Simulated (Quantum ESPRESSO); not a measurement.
# Planted mistakes on one cell of SiGeGaSN3

These are calculations, not measurements. They come from pw.x of Quantum ESPRESSO 7.5, a plane-wave density functional program, with PseudoDojo standard norm-conserving files (v0.5 for PBE, v0.4.1 for LDA and PBEsol). The cells are made up: elements, strain and atom displacements were drawn at random, and nothing was relaxed. There is no spin polarisation, spin-orbit coupling or dispersion term.

The cell has 8 sites of a zincblende or diamond lattice. Sites 1 to 4 hold Si Ge empty Ga; sites 5 to 8 hold S N N N. Cell vectors in Å: (4.629, 0.013, -0.003); (0.013, 4.499, -0.014); (-0.003, -0.014, 4.561). Settings: PBE, cutoff 1143 eV, 4 x 4 x 4 k mesh shifted by half a step, Fermi-Dirac smearing of 0.025 eV.

The intended run has a self-consistency threshold of 1e-07 eV, a smearing term of 0.000 eV, a pressure of 5.41 GPa and 12 iterations. Each further run changes one thing: all lengths scaled by 1.0109; atoms of sites 2 and 5 exchanged; cutoff 642 eV; files of PBEsol; k mesh 2 x 2 x 2; one electron removed; smearing 0.6 eV; threshold 0.3 eV. A coarse mesh keeps the shift, and a charged cell sits in a uniform background.

| run | change of free energy (eV) | smearing term -TS (eV) | change of P (GPa) | largest change of a force component (eV/Å) | iterations |
| --- | --- | --- | --- | --- | --- |
| A | 6.202 | -0.003 | 9.39 | 3.856 | 13 |
| B | -8.234 | -0.009 | -21.82 | 0.619 | 14 |
| C | -0.393 | -1.312 | 1.80 | 0.389 | 12 |
| D | 8.491 | 0.000 | -4.54 | 0.278 | 12 |
| E | 0.297 | 0.000 | 0.35 | 0.142 | 12 |
| F | 21.668 | 0.000 | -212.33 | 0.054 | 12 |
| G | 0.138 | 0.000 | 0.84 | 0.201 | 5 |
| H | -0.061 | 0.000 | -4.49 | 0.602 | 12 |

A rerun of the intended cell at 1437 eV and k mesh 6 x 6 x 6 moved values by no more than 0.004 eV in the cell's energy, 0.02 GPa in stress and 0.003 eV/Å in force.

Question: which change belongs to which run?

## Worked reading

Run G has the fewest iterations, as a run stopped early does. Run C has the largest smearing term, as wide smearing gives. Run F has a higher energy and the largest fall in pressure, as too small a basis gives. Run H changes the volume by a factor of 1.0331; minus its pressure change over the logarithm of that factor, 138 GPa, is a rough bulk modulus with clamped atoms. Energies from files of another functional, or of a charged cell, have another zero and say nothing on stability; the pressure of a charged cell rests on the program's zero of potential too.

## Key

```
run                            change
  A  atoms of sites 2 and 5 exchanged
  B              one electron removed
  C                   smearing 0.6 eV
  D                   files of PBEsol
  E                  k mesh 2 x 2 x 2
  F                     cutoff 642 eV
  G                  threshold 0.3 eV
  H      all lengths scaled by 1.0109
```